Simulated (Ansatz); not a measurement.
## Calculated 67Zn nuclear quadrupole resonance for Zn2PHO5

Cell: a computed structure from the Materials Project (it need not be an observed phase), atoms as given.

```cif
data_Zn2PHO5
_symmetry_space_group_name_H-M 'Pnnm'
_symmetry_Int_Tables_number 58
_cell_length_a 8.2136
_cell_length_b 8.3960
_cell_length_c 6.0625
_cell_angle_alpha 90.000
_cell_angle_beta 90.000
_cell_angle_gamma 90.000
loop_
_atom_site_label
_atom_site_type_symbol
_atom_site_symmetry_multiplicity
_atom_site_Wyckoff_symbol
_atom_site_fract_x
_atom_site_fract_y
_atom_site_fract_z
Zn1 Zn 4 f 0.0000 0.5000 0.7528
Zn5 Zn 4 g 0.1356 0.8632 0.0000
H H 4 g 0.2245 0.5786 0.0000
P P 4 g 0.2497 0.7392 0.5000
O17 O 4 g 0.1149 0.6237 0.0000
O21 O 8 h 0.7337 0.1530 0.7077
O25 O 4 g 0.1138 0.1091 0.0000
O29 O 4 g 0.4164 0.1470 0.0000
```

One atom of each set is listed.

The numbers come from a DFT calculation in Ansatz (PBE, plane waves and PAW, scalar-relativistic, 420 eV cutoff, Γ-centred 3×3×4 k-points, Fermi–Dirac smearing 0.02 eV).

67Zn: I = 5/2, Q = 122.0 mb (year-2017 value). Static lattice, zero field.

Task: At which frequencies do the 67Zn NQR lines lie?

Result: For I = 5/2 and η = 0 the lines are 3|C_Q|/20 and twice that; η pulls their ratio below 2.

| site | atoms | V_zz (10²¹ V/m²) | C_Q (MHz) | η | line frequencies (MHz) |
| --- | --- | --- | --- | --- | --- |
| Zn1 | 4 | 7.50 | 22.1 | 0.03 | 3.32, 6.64 |
| Zn5 | 4 | -4.75 | -14.0 | 0.14 | 2.15, 4.19 |
